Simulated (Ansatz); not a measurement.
Starting cell, Zr (hcp, Mg type):

```
Zr
1.0
    3.23160     0.00000     0.00000
   -1.61580     2.79864     0.00000
    0.00000     0.00000     5.17363
Zr
2
Cartesian
  0.00000   1.86576   3.88022
  1.61580   0.93288   1.29341
```

In this cell atom 2 (Zr, nearest neighbour Zr at 3.189 Å; its periodic images, 3.2 Å or more away, move with it) is moved by s towards the nearest neighbour, unit vector (-0.507, 0.292, -0.811); all other atoms and the cell stay fixed.

Method: PBE (plane waves to 420 eV, PAW, scalar-relativistic; Ansatz, a program for electronic structure). k mesh 13×13×7 (Γ-centred), Fermi-Dirac smearing 0.05 eV. The energy includes the smearing's −TS. Left out: 1 of 11 points, with atoms too close for the PAW data. With partly filled bands, energies and forces of such displacements shift with the k mesh and the smearing. The PAW data are Ansatz's earlier set. Zr is run without spin polarisation. Zr was relaxed with its symmetry unable to fall. ΔE is measured from the undisplaced structure. The last digit holds for this mesh only.

| s (Å) | ΔE (meV/cell) |
|---|---|
| -0.640 | withheld |
| -0.512 | 489.1 |
| -0.384 | 258.1 |
| -0.256 | 105.6 |
| -0.128 | 23.3 |
| 0.000 | 0.0 |
| 0.128 | 23.4 |
| 0.256 | 105.6 |
| 0.384 | 259.1 |
| 0.512 | 493.4 |

Question: Fit a polynomial form (powers 2, 3, 4) to the given rows and predict ΔE at s = -0.640.

Answer: Least squares on the 9 given rows: ΔE = (1564)·s² + (14.74)·s³ + (1192)·s⁴, in meV/cell with s in Å; root-mean-square residual 1.87 meV/cell. At -0.640 the fit gives 836.7 meV/cell; the calculation gives 810.7 meV/cell, so the extrapolation is off by 26.0 (+3.2 %). The quadratic term alone would give 640.6 meV/cell.

(A displaced cell: forces are minus the slopes of the energy, force constants its curvatures, and phonons follow from these.)
